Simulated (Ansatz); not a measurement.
Ta3Sb: pressure against volume

Ta3Sb, Pm-3n, a = 5.239 Å. The structure is a COD entry; whether it is the stable form wasn't checked. Ansatz: PBEsol, PAW, 420 eV, Γ-centred 8×8×8 mesh on 8 atoms, Gaussian smearing 0.10 eV; no spin polarisation. Symmetry fixes shape and atoms, so the cell is only scaled; pressure is positive in compression.

| V (Å³/atom) | P (GPa) |
| --- | --- |
| 16.898 | 14.26 |
| 17.437 | 6.56 |
| 17.976 | 0.00 |
| 18.516 | -5.61 |
| 19.055 | ? |

**Question.** Take V0 = 17.976 Å³/atom, fit the third-order Birch–Murnaghan form to the other rows, and predict the missing pressure.

**Answer.** With the Eulerian strain f = ½[(V0/V)^(2/3) − 1] and y = P/[3f(1 + 2f)^(5/2)], the form is the line y = B0 + 1.5 B0 (B0′ − 4) f. Rows (f, y): 0.02104, 203.8; 0.01025, 202.8; -0.00977, 201.1. Means f = 0.007173, y = 202.57; Σ(Δf)² = 0.0004888, ΣΔfΔy = 0.04267; the slope is their ratio. y = 201.9 + 87.29 f GPa, so B0 = 201.9 GPa and B0′ = 4 + 2 × (87.29)/(3 × 201.9) = 4.29. At V = 19.055, f = -0.01906, y = 200.24 and P = -10.39 GPa. The run gave -10.38 GPa, so the fit is 0.01 GPa too low, a small miss on the scale of the series. The form still works here, 33 % of the fitted range beyond its end.

Spin–orbit coupling is left out, which can shift energies with elements as heavy as these.